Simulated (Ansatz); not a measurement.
## Course of a relaxation: SmBiH3

A trial structure of SmBiH3 was built thus: random cell by space group and Wyckoff sites (P-6m2, No. 187). Its size is a rough estimate.

```cif
data_structure
_symmetry_space_group_name_H-M 'P 1'
_symmetry_Int_Tables_number 1
_cell_length_a 4.6048
_cell_length_b 4.6048
_cell_length_c 5.4566
_cell_angle_alpha 90.000
_cell_angle_beta 90.000
_cell_angle_gamma 120.000
_cell_volume 100.20
loop_
_atom_site_label
_atom_site_type_symbol
_atom_site_fract_x
_atom_site_fract_y
_atom_site_fract_z
_atom_site_occupancy
Sm1 Sm 0.66667 0.33333 0.50000 1
Bi1 Bi 0.00000 0.00000 0.00000 1
H1 H 0.48862 0.51138 0.00000 1
H2 H 0.48862 0.97725 0.00000 1
H3 H 0.02275 0.51138 0.00000 1
```

The calculation used DFT PBE, scalar-relativistic, plane waves, PAW, and for the lanthanide a 4f-in-core norm-conserving potential (Ansatz 0.2.0). Cutoff 690 eV, Gaussian smearing, Γ-centred meshes. Cell and atoms relax first on a coarse mesh and then on a finer one. In between, the cell is made exact in the group found at 0.06 Å. In metals the finer mesh still leaves noise of several meV/atom or more. The steps can't lower the symmetry of their start. No spin polarisation.

Steps on the 6×6×4 mesh (5 atoms, 13 steps). The free energy counts from the last step; the plane-wave basis is renewed at times, which shifts energy and pressure.

| step | ΔF (meV/atom) | V (Å³/atom) | P (GPa) | largest force component (eV/Å) |
| --- | --- | --- | --- | --- |
| 1 | 568.6 | 20.04 | -7.21 | 0.359 |
| 2 | 461.8 | 18.72 | -6.23 | 0.340 |
| 3 | 363.7 | 17.71 | -5.30 | 0.316 |
| 4 | 267.1 | 16.83 | -3.97 | 0.266 |
| 5 | 179.8 | 16.12 | -2.19 | 0.229 |
| 6 | 114.4 | 15.55 | 0.35 | 0.104 |
| 7 | 92.9 | 15.64 | 1.06 | 0.010 |
| 8 | 64.5 | 15.76 | 1.30 | 0.039 |
| 9 | 8.3 | 15.91 | 2.21 | 0.039 |
| 10 | 2.5 | 16.47 | 1.16 | 0.062 |
| 11 | 1.8 | 16.92 | -0.64 | 0.056 |
| 12 | 1.3 | 16.79 | -0.01 | 0.003 |
| 13 | 0.0 | 16.79 | 0.12 | 0.002 |

The relaxed structure, after a last relaxation on the converged mesh:

Space group P-6m2 (No. 187). a = 5.435 Å, b = 5.435 Å, c = 3.358 Å, α = 90.00°, β = 90.00°, γ = 120.00°
| atom | site | symmetry | x | y | z |
| --- | --- | --- | --- | --- | --- |
| Sm | 1f | -6m2 | 0.6667 | 0.3333 | 0.5000 |
| Bi | 1a | -6m2 | 0.0000 | 0.0000 | 0.0000 |
| H | 3j | mm2 | 0.5084 | 0.4916 | 0.0000 |

The symmetry stays P-6m2 (No. 187). The volume per atom shrinks by 14.3 %, from 20.0 to 17.2 Å³. The shortest distance goes from 2.15 Å (H–H) to 2.24 Å (Sm–H). The ratio c/a of the conventional cell changes by a factor of 0.52. The energy falls by about 0.56 eV/atom (the start's value is from the coarse mesh). Sm is surrounded by 6 H at 2.24 Å, 2 Sm at 3.36 Å and 6 Bi at 3.56 Å; Bi has 6 H at 2.72 Å, 2 Bi at 3.36 Å and 6 Sm at 3.56 Å; H is surrounded by 2 Sm at 2.24 Å, 2 H at 2.58 Å, 2 Bi at 2.72 Å and 2 H at 2.85 Å.

- Volume per atom: 17.18 Å³
- Density: 7.00 g/cm³
- Formation energy: −0.03 eV/atom
- Gap on the 12×12×12 mesh of the 5-atom cell: 0 eV (a metal)

Energies over the elements count from the elements' standard structures at the same level (H₂ as a molecule), with no fitted energy shifts.

The last run used Gaussian smearing of 0.10 eV. For metals, differences of a few meV/atom aren't resolved. These runs have no spin–orbit coupling, which can matter for Bi. With hydrogen, zero-point motion can shift formation energies by some tens of meV/atom. A structure relaxed within its symmetry needn't be a true minimum. In all, the 4 runs took 9.9 min on 1 thread of Intel(R) Xeon(R) Processor @ 2.70GHz, on a shared host.

The lanthanide is trivalent by construction, without f bands, f moments or other valences. The reference runs of the other elements, and any phases without the lanthanide, used 420 eV, which shifts energies against them by under 10 meV/atom. The lanthanide's reference is the lowest of its hcp, dhcp and fcc cells.
